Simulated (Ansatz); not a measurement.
YCu$_{2}$:
```
YCu2
1.0
   -2.12923     3.43318     3.62157
    2.12923    -3.43318     3.62157
    2.12923     3.43318    -3.62157
Y Cu
2 4
Direct
  0.79327   0.54327   0.25000
  0.20673   0.45673   0.75000
  0.61198   0.16502   0.44696
  0.38802   0.83498   0.55304
  0.21806   0.16502   0.05304
  0.78194   0.83498   0.94696
```

Relaxed with r²SCAN. Special points in fractions of this cell's reciprocal vectors: Γ (0.000, 0.000, 0.000); X (0.500, 0.500, -0.500); F2 (0.336, 0.664, -0.336); Σ0 (-0.336, 0.336, 0.336); Y0 (0.475, -0.475, 0.475); U0 (0.525, 0.475, -0.475); R (0.000, 0.500, 0.000); W (0.250, 0.250, 0.250); S (0.500, 0.000, 0.000); T (0.000, 0.000, 0.500).

List the band energies nearest the Fermi level at these points for plane-wave PAW r²SCAN (Ansatz code).

In eV from the Fermi level; about four levels below and three above (degenerate sets whole), none deeper than 8.9 eV; points with the same levels are listed once.

| k | below | above |
|---|---|---|
| Γ | -1.07 -0.43 -0.32 -0.07 | 0.03 0.58 1.22 |
| X | -2.48 -2.40 -2.22 -1.84 | 0.90 0.91 2.26 |
| F2 | -2.18 -2.18 -2.16 -1.17 -0.15 | 0.85 1.14 2.53 |
| Y0 | -2.48 -2.40 -2.19 -1.83 | 0.88 0.91 2.27 |
| R | -2.07 -1.99 -0.91 -0.37 | 0.03 0.13 0.65 |
| W | -2.42 -2.42 -2.03 -2.03 | 0.07 0.07 0.98 0.98 |
| S | -2.54 -2.53 -0.99 -0.04 | 0.03 0.27 1.16 |
| T | -1.75 -1.75 -0.48 -0.48 | 1.01 1.01 1.33 1.33 |

Space group Imma. The first step of the workflow began from a Materials Project structure, measured or hypothetical; the Crystallography Open Database files this formula in space group No. 74, but the cells were not matched. Its standing as an ambient phase is unchecked. The cell was relaxed with r²SCAN under the symmetry of its start; whether a distortion lowers the energy is not shown. No spin polarisation was allowed. Spin–orbit coupling is left out wherever it is not named.

Potentials: the later of the program's two PAW sets.
